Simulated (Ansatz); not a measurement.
Values for one crystal, relaxed and computed with r²SCAN in the plane-wave PAW code Ansatz; other levels are named.

```yaml
volume_per_atom: 14.68 Å³
electronic_character: metallic (no gap)
Density of states at the Fermi level: 0.26 states/eV per atom (mean over ±0.08 eV)
Pressure derivative B′: 10.7
Formation energy from the elements (no fitted shifts): 0.10 eV/atom
Gap with spin–orbit coupling: none (metallic)
Bulk modulus (Birch–Murnaghan fit): 79.1 GPa
```

Task: Which of these materials gives this?
(A) Cu3Sb, Pmmn (Cu on 2b, Cu on 4e, Sb on 2a)
(B) SbAs, rock salt
(C) SrCuSi, P6_3/mmc (Sr on 2a, Si on 2c, Cu on 2d)
(D) InSb, NiAs type

Result: A, Cu3Sb, Pmmn (Cu on 2b, Cu on 4e, Sb on 2a)

The workflow started from a Materials Project entry (that database holds measured and hypothetical structures alike); the Crystallography Open Database copy checked does not list it. Its standing as an ambient phase is unchecked. The r²SCAN relaxation kept the symmetry of its start; its stability against distortions is not shown here. No spin polarisation was allowed. The references are the lowest solids computed at this level, not always the standard phases. Scalar-relativistic: spin–orbit coupling is off unless named, which matters more the heavier the elements.

Potentials: the later of the program's two PAW sets.
